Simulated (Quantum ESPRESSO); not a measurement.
```cif
data_Br3PZn3
_chemical_formula_sum 'P1 Zn3 Br3'
_space_group_name_H-M_alt 'P 1'
_space_group_IT_number 1
_cell_length_a 6.59711
_cell_length_b 4.00656
_cell_length_c 6.93344
_cell_angle_alpha 90.000
_cell_angle_beta 90.631
_cell_angle_gamma 90.000
loop_
_space_group_symop_operation_xyz
  'x, y, z'
loop_
_atom_site_label
_atom_site_type_symbol
_atom_site_fract_x
_atom_site_fract_y
_atom_site_fract_z
_atom_site_occupancy
P1 P 0.37090 0.50000 0.17740 1
Zn1 Zn 0.47409 0.00000 0.29939 1
Zn2 Zn 0.50049 0.50000 0.87471 1
Zn3 Zn 0.02618 0.50000 0.15105 1
Br1 Br 0.86933 0.00000 0.32860 1
Br2 Br 0.86717 0.50000 0.83225 1
Br3 Br 0.38783 0.00000 0.66995 1
```

The geometry is that of Materials Project entry mp-1215629, symmetrised and not relaxed again.

Question: What does PBEsol (Quantum ESPRESSO, PseudoDojo norm-conserving, 84 Ry, scalar-relativistic) give for the electronic structure near the Fermi level?

Answer: The PBEsol gap is direct, 1.63 eV at Γ. Spin-orbit splittings are left out.

The structure is a Materials Project entry; no match was found in the copy of COD used, and its stability was not checked.
